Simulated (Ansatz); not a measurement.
A relaxation computed with Ansatz, from input to last step.

```yaml
crystal:
  lattice:
    - [1.5547861285, 0.8976561898, 7.530629475]
    - [-1.5547861285, 0.8976561898, 7.530629475]
    - [0.0, -1.7953123797, 7.530629475]
  atoms:
    - { symbol: Hf, position: [0.7801948566, 0.7801948566, 0.7801948566] }
    - { symbol: Hf, position: [0.2198051434, 0.2198051434, 0.2198051434] }
    - { symbol: Hf, position: [0.0, 0.0, 0.0] }
    - { symbol: "N", position: [0.6115132775, 0.6115132775, 0.6115132775] }
    - { symbol: "N", position: [0.3884867225, 0.3884867225, 0.3884867225] }
basis:
  ecutwfc: 500
kpoints:
  mp_grid: { grid: [12, 12, 12] }
hamiltonian:
  xc: r2scan
scf:
  occupations: { method: gaussian, width: 0.1 }
output:
  forces: true
  stress: true
  eigenvalues: true
relax:
  adjacent_minimum: "off"
  f_tol: 0.01
  max_steps: 30
  cell: { stress_tol: 0.1, fix: [volume] }
```

```bash
ansatz run input.yaml --threads 1 --pin off --max-ram 2560MiB --backend cpu --events-out ev --progress --plain --runs-dir out
```

These are results of DFT r2SCAN, scalar-relativistic, plane waves, PAW (Ansatz 0.2.0), not measurements.

The volume is held at 0.91 times that of the relaxed cell.

Of 5 frames 4 are shown, positions in Å and forces in eV/Å; the SCF threshold varies from step to step. Steps run on the plane waves of an earlier cell, with a Pulay correction in the pressure. The basis is chosen afresh for the last frame, the zero of the energies, and at times for earlier ones too; energy and pressure step there, also at an unchanged geometry. The mark taken_back stands on steps that the optimiser undid.

```xyz
5
Lattice="1.5548 0.8977 7.5306 -1.5548 0.8977 7.5306 0.0000 -1.7953 7.5306" Properties=species:S:1:pos:R:3:forces:R:3 pbc="T T T" step=1 free_energy_over_end_meV_per_atom=0.33 pressure_GPa=25.64
Hf    0.0000    0.0000   17.6261    0.0000    0.0000    0.1495
Hf    0.0000    0.0000    4.9658    0.0000    0.0000   -0.1495
Hf    0.0000    0.0000    0.0000    0.0000    0.0000    0.0000
N     0.0000    0.0000   13.8152    0.0000    0.0000   -0.1023
N     0.0000    0.0000    8.7766    0.0000    0.0000    0.1023
5
Lattice="1.5568 0.8988 7.5110 -1.5568 0.8988 7.5110 0.0000 -1.7977 7.5110" Properties=species:S:1:pos:R:3:forces:R:3 pbc="T T T" step=2 free_energy_over_end_meV_per_atom=2.86 pressure_GPa=24.74 taken_back
Hf    0.0000    0.0000   17.6081    0.0000    0.0000   -0.5437
Hf    0.0000    0.0000    4.9249    0.0000    0.0000    0.5437
Hf    0.0000    0.0000    0.0000    0.0000    0.0000    0.0000
N     0.0000    0.0000   13.7616    0.0000    0.0000    0.1514
N     0.0000    0.0000    8.7714    0.0000    0.0000   -0.1514
5
Lattice="1.5534 0.8969 7.5442 -1.5534 0.8969 7.5442 0.0000 -1.7937 7.5442" Properties=species:S:1:pos:R:3:forces:R:3 pbc="T T T" step=3 free_energy_over_end_meV_per_atom=0.06 pressure_GPa=25.36
Hf    0.0000    0.0000   17.6655    0.0000    0.0000   -0.0204
Hf    0.0000    0.0000    4.9670    0.0000    0.0000    0.0204
Hf    0.0000    0.0000    0.0000    0.0000    0.0000    0.0000
N     0.0000    0.0000   13.8346    0.0000    0.0000   -0.0167
N     0.0000    0.0000    8.7979    0.0000    0.0000    0.0167
5
Lattice="1.5546 0.8975 7.5326 -1.5546 0.8975 7.5326 0.0000 -1.7951 7.5326" Properties=species:S:1:pos:R:3:forces:R:3 pbc="T T T" step=5 free_energy_over_end_meV_per_atom=0.00 pressure_GPa=25.37
Hf    0.0000    0.0000   17.6373    0.0000    0.0000    0.0051
Hf    0.0000    0.0000    4.9607    0.0000    0.0000   -0.0051
Hf    0.0000    0.0000    0.0000    0.0000    0.0000    0.0000
N     0.0000    0.0000   13.8122    0.0000    0.0000    0.0057
N     0.0000    0.0000    8.7857    0.0000    0.0000   -0.0057
```

It took 2.5 min on 1 thread of AMD EPYC 9R45 96-Core Processor (Zen 5) (shared host), peak memory 0.95 GiB.

Spin–orbit coupling is left out, which can shift energies with elements as heavy as these.